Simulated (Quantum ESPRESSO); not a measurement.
## Ga3S3P (input and log of a self-consistent run)

Computed values, not a measurement. The program is pw.x of Quantum ESPRESSO 7.5 (plane-wave density functional theory). The cell is made up: 7 atoms on a zincblende/diamond lattice with one site empty, with randomly drawn elements, strain and displacements, not relaxed. PseudoDojo standard norm-conserving files (v0.5 for PBE, v0.4.1 for LDA and PBEsol) set the functional; there is no spin polarisation, spin-orbit coupling or dispersion term, and the masses in the input are unused placeholders.

Input:

```
&control calculation='scf', pseudo_dir='./dojo.nc.sr.pbe.v0_5.standard.upf', outdir='./o', disk_io='medium', tprnfor=.true., tstress=.true. /
&system ibrav=0, nat=7, ntyp=3, nbnd=37, ecutwfc=79.96652505, nosym=.true., tot_charge=0,
 occupations='smearing', smearing='fd', degauss=0.0018374661
/
&electrons conv_thr=7.350e-09, electron_maxstep=60, /
ATOMIC_SPECIES
Ga 1.0 Ga.upf
P 1.0 P.upf
S 1.0 S.upf
CELL_PARAMETERS angstrom
5.392 -0.0411 -0.0408
-0.0411 5.4259 0.0522
-0.0408 0.0522 5.3335
ATOMIC_POSITIONS angstrom
Ga -0.0643 2.7484 2.6994
Ga 2.6045 0.055 2.6325
Ga 2.7002 2.6787 -0.0254
S 1.3408 1.3446 1.3199
P 1.2759 4.0746 4.0565
S 4.0165 1.3431 3.9297
S 4.053 4.037 1.3388
K_POINTS automatic
4 4 4 1 1 1
```

The log is shortened where brackets say so; the opening notice, blank lines, dates and the lines on written files are dropped, and the path of the files is cut. It prints rydbergs, bohrs and kilobars, and counts compression as positive stress. With no partly filled state, the Fermi energy that it prints is only some level between the filled and the empty states on the mesh, and need not lie in the true gap.

```
     Program PWSCF v.7.5
     Parallel version (MPI & OpenMP), running on       1 processor cores
     Number of MPI processes:                 1
     Threads/MPI process:                     1
     [start-up lines left out]
     bravais-lattice index     =            0
     lattice parameter (alat)  =      10.1900  a.u.
     unit-cell volume          =    1052.7856 (a.u.)^3
     number of atoms/cell      =            7
     number of atomic types    =            3
     number of electrons       =        62.00
     number of Kohn-Sham states=           37
     kinetic-energy cutoff     =      79.9665  Ry
     charge density cutoff     =     319.8661  Ry
     scf convergence threshold =      7.3E-09
     mixing beta               =       0.7000
     number of iterations used =            8  plain     mixing
     Exchange-correlation= PBE
                           (   1   4   3   4   0   0   0)
     [axes and pseudopotential details left out]
   Cartesian axes
     site n.     atom                  positions (alat units)
         1        Ga     tau(   1) = (  -0.0119244   0.5096887   0.5006017  )
         2        Ga     tau(   2) = (   0.4830026   0.0101997   0.4881951  )
         3        Ga     tau(   3) = (   0.5007501   0.4967629  -0.0047104  )
         4        S      tau(   4) = (   0.2486503   0.2493551   0.2447745  )
         5        P      tau(   5) = (   0.2366147   0.7556315   0.7522749  )
         6        S      tau(   6) = (   0.7448569   0.2490769   0.7287599  )
         7        S      tau(   7) = (   0.7516258   0.7486586   0.2482794  )
     number of k points=    32  Fermi-Dirac smearing, width (Ry)=  0.0018
                       cart. coord. in units 2pi/alat
        k(    1) = (   0.1269066   0.1239740   0.1261358), wk =   0.0625000
        k(    2) = (   0.1288010   0.1215563   0.3789306), wk =   0.0625000
     [further k points left out]
     Dense  grid:   101665 G-vectors     FFT dimensions: (  60,  60,  60)
     Estimated max dynamical RAM per process >     128.27 MB
     Initial potential from superposition of free atoms
     starting charge      61.9917, renormalised to      62.0000
     Starting wfcs are   43 randomized atomic wfcs
     total cpu time spent up to now is        7.8 secs
     per-process dynamical memory:    74.8 Mb
     Self-consistent Calculation
     iteration #  1     ecut=    79.97 Ry     beta= 0.70
     Davidson diagonalization with overlap
     ethr =  1.00E-02,  avg # of iterations =  4.0
     Threshold (ethr) on eigenvalues was too large:
     Diagonalizing with lowered threshold
     Davidson diagonalization with overlap
     ethr =  5.77E-04,  avg # of iterations =  2.0
     total cpu time spent up to now is       36.1 secs
     total energy              =    -538.84358238 Ry
     estimated scf accuracy    <       0.34677023 Ry
     iteration #  2     ecut=    79.97 Ry     beta= 0.70
     Davidson diagonalization with overlap
     ethr =  5.59E-04,  avg # of iterations =  2.7
     total cpu time spent up to now is       51.8 secs
     total energy              =    -538.92455283 Ry
     estimated scf accuracy    <       0.16716325 Ry
     iteration #  3     ecut=    79.97 Ry     beta= 0.70
     Davidson diagonalization with overlap
     ethr =  2.70E-04,  avg # of iterations =  2.2
     total cpu time spent up to now is       66.7 secs
     total energy              =    -538.96202526 Ry
     estimated scf accuracy    <       0.01236721 Ry
     iteration #  4     ecut=    79.97 Ry     beta= 0.70
     Davidson diagonalization with overlap
     ethr =  1.99E-05,  avg # of iterations =  8.8
     total cpu time spent up to now is       83.3 secs
     total energy              =    -538.96514619 Ry
     estimated scf accuracy    <       0.00174789 Ry
     iteration #  5     ecut=    79.97 Ry     beta= 0.70
     Davidson diagonalization with overlap
     c_bands:  1 eigenvalues not converged
     ethr =  2.82E-06,  avg # of iterations =  6.0
     total cpu time spent up to now is       98.3 secs
     total energy              =    -538.96545839 Ry
     estimated scf accuracy    <       0.00010975 Ry
     iteration #  6     ecut=    79.97 Ry     beta= 0.70
     Davidson diagonalization with overlap
     ethr =  1.77E-07,  avg # of iterations =  2.5
     total cpu time spent up to now is      117.2 secs
     total energy              =    -538.96548282 Ry
     estimated scf accuracy    <       0.00000597 Ry
     iteration #  7     ecut=    79.97 Ry     beta= 0.70
     Davidson diagonalization with overlap
     ethr =  9.63E-09,  avg # of iterations =  3.8
     total cpu time spent up to now is      141.4 secs
     total energy              =    -538.96548556 Ry
     estimated scf accuracy    <       0.00000103 Ry
     iteration #  8     ecut=    79.97 Ry     beta= 0.70
     Davidson diagonalization with overlap
     ethr =  1.65E-09,  avg # of iterations =  3.1
     total cpu time spent up to now is      160.9 secs
     total energy              =    -538.96548586 Ry
     estimated scf accuracy    <       0.00000025 Ry
     iteration #  9     ecut=    79.97 Ry     beta= 0.70
     Davidson diagonalization with overlap
     ethr =  3.99E-10,  avg # of iterations =  2.0
     total cpu time spent up to now is      176.5 secs
     total energy              =    -538.96548592 Ry
     estimated scf accuracy    <       0.00000001 Ry
     iteration # 10     ecut=    79.97 Ry     beta= 0.70
     Davidson diagonalization with overlap
     ethr =  1.70E-11,  avg # of iterations =  3.8
     total cpu time spent up to now is      195.2 secs
     End of self-consistent calculation
          k = 0.1269 0.1240 0.1261 ( 12735 PWs)   bands (ev):
    -9.1412  -9.0907  -8.9863  -8.8747  -8.8564  -8.8393  -8.8086  -8.8033
    -8.7841  -8.7775  -8.7697  -8.7601  -8.7529  -8.7223  -8.7098  -7.6968
    -6.2142  -6.1440  -3.4937  -0.9274  -0.8139   1.9307   2.0875   2.3859
     2.6123   3.1371   3.4886   3.7675   4.4784   5.2435   6.0655   7.4558
     8.1418   8.5515   8.9378   9.1348   9.5639
     [levels at the other k points left out]
     the Fermi energy is     6.8365 ev
!    total energy              =    -538.96548593 Ry
     estimated scf accuracy    <          3.4E-09 Ry
     smearing contrib. (-TS)   =      -0.00000000 Ry
     internal energy E=F+TS    =    -538.96548593 Ry
     The total energy is F=E-TS. E is the sum of the following terms:
     one-electron contribution =    -276.71645017 Ry
     hartree contribution      =     181.07044103 Ry
     xc contribution           =    -148.62129219 Ry
     ewald contribution        =    -294.69818459 Ry
     convergence has been achieved in  10 iterations
     Forces acting on atoms (cartesian axes, Ry/au):
     atom    1 type  1   force =     0.03127517    0.01214854    0.00990233
     atom    2 type  1   force =     0.00494007   -0.04696180    0.02179137
     atom    3 type  1   force =    -0.00250547    0.01479521   -0.00773772
     atom    4 type  3   force =    -0.02228673   -0.00124905   -0.03136283
     atom    5 type  2   force =    -0.01839535    0.02833867    0.01111187
     atom    6 type  3   force =     0.01229621   -0.02299610    0.02331023
     atom    7 type  3   force =    -0.00532391    0.01592452   -0.02701525
     Total force =     0.095893     Total SCF correction =     0.000259
     Computing stress (Cartesian axis) and pressure
          total   stress  (Ry/bohr**3)                   (kbar)     P=       12.33
   0.00007228  -0.00002744   0.00008215           10.63       -4.04       12.09
  -0.00002744   0.00006508  -0.00010385           -4.04        9.57      -15.28
   0.00008215  -0.00010385   0.00011411           12.09      -15.28       16.79
     init_run     :      6.98s CPU      7.68s WALL (       1 calls)
     electrons    :    172.23s CPU    187.38s WALL (       1 calls)
     forces       :      2.49s CPU      2.51s WALL (       1 calls)
     stress       :      8.87s CPU      8.92s WALL (       1 calls)
     [timing details left out]
     PWSCF        :   3m10.71s CPU   3m26.72s WALL
     JOB DONE.
```

In other units: free energy -7332.999 eV for the cell, pressure 1.23 GPa, largest force component 1.207 eV/Å. A rerun of this cell at 1377 eV and a 6 x 6 x 6 mesh moved values by no more than 0.003 eV in energy, 0.02 GPa in stress and 0.002 eV/Å in force.